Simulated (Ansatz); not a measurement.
## Na2LiTlBr6 (Fm-3m), zone-centre modes

Method: Ansatz, DFT PBEsol, scalar-relativistic, plane waves, PAW. Cutoff 420 eV, Γ-centred 6×6×6 k-points, Gaussian smearing of 0.05 eV. Spin–orbit coupling is left out, which can shift energies with elements as heavy as these. No spin polarisation.

The starting cell (relaxed at this level; it needn't be the usual structure):

```
Na Li Tl Br
1.0
     0.00000    5.34391    5.34391
     5.34391    0.00000    5.34391
     5.34391    5.34391    0.00000
Na Li Tl Br
2 1 1 6
Direct
  0.75000 0.75000 0.75000
  0.25000 0.25000 0.25000
  0.50000 0.50000 0.50000
  0.00000 0.00000 0.00000
  0.74596 0.25404 0.25404
  0.25404 0.25404 0.74596
  0.25404 0.74596 0.74596
  0.25404 0.74596 0.25404
  0.74596 0.25404 0.74596
  0.74596 0.74596 0.25404
```

Harmonic modes by finite displacements of 0.02 Å, without the LO–TO term.

At this geometry, is the structure stable against these modes?

No: 12 modes are unstable, the strongest at 82i cm⁻¹.

List the wavenumbers in cm⁻¹.

82i, 82i, 82i, 79i, 79i, 79i, 59i, 59i, 59i, 23i, 23i, 23i, 0, 0, 0, 46, 46, 46, 73, 73, 73, 97, 97, 162, 162, 162, 178, 239, 239, 239.

Cost: 1 run of about 3.6 core-minutes, on Arm Neoverse V2 (shared hosts).